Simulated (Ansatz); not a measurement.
Relaxed-ion elastic tensor of AlRu (CsCl type, Pm-3m) in GPa (Voigt order), LDA (plane waves, PAW; program Ansatz); density 8.25 g/cm³, 12.89 Å³ per atom.

|  | 1 | 2 | 3 | 4 | 5 | 6 |
|---|---|---|---|---|---|---|
| 1 | 358 | 168 | 168 | 0.0 | 0.0 | 0.0 |
| 2 | 168 | 358 | 168 | 0.0 | 0.0 | 0.0 |
| 3 | 168 | 168 | 358 | 0.0 | 0.0 | 0.0 |
| 4 | 0.0 | 0.0 | 0.0 | 140 | 0.0 | 0.0 |
| 5 | 0.0 | 0.0 | 0.0 | 0.0 | 140 | 0.0 |
| 6 | 0.0 | 0.0 | 0.0 | 0.0 | 0.0 | 140 |

Is the crystal mechanically stable?

Yes: the smallest eigenvalue of C is 140 GPa.

Work out the Voigt, Reuss and Hill averages.

K_V = 232, K_R = 232, K_H = 232; G_V = 122, G_R = 118, G_H = 120 GPa.

Give Young's modulus, Poisson's ratio, Pugh's ratio and the universal anisotropy index.

E = 9KG/(3K + G) = 306 GPa; ν = 0.28; K/G = 1.94 (ductile by the Pugh limit of 1.75); A_U = 5G_V/G_R + K_V/K_R − 6 = 0.18.

Estimate the sound speeds and the Debye temperature.

v_l = √((K + 4G/3)/ρ) = 6890 m/s, v_t = √(G/ρ) = 3810 m/s, mean 4240 m/s; Θ = (h/k)(3n/4πV)^(1/3) v_m = 539 K.

Give the Zener ratio and Young's modulus along [100], [110] and [111].

A = 2C44/(C11 − C12) = 1.47; 1/E = S11 − 2(S11 − S12 − S44/2)Γ with Γ = 0, 1/4, 1/3 gives 251, 318, 349 GPa.

Solve the Christoffel equation for the three sound speeds along [100], [110], [111].

Eigenvalues of C_ijkl n_j n_l equal ρv². In km/s, slowest first: [100] 4.11, 4.11, 6.59; [110] 3.39, 4.11, 6.99; [111] 3.65, 3.65, 7.12.

Symmetry was held in the LDA relaxation. The run is not spin-polarised. As this level gives no gap, shear constants depend on the k-mesh and smearing (Fermi–Dirac, 0.1 eV here).

Potentials: the earlier of the program's two PAW sets. The files were generated under PBE; for other functionals the program regenerates the frozen cores, and for LDA and PBEsol the local potential too.
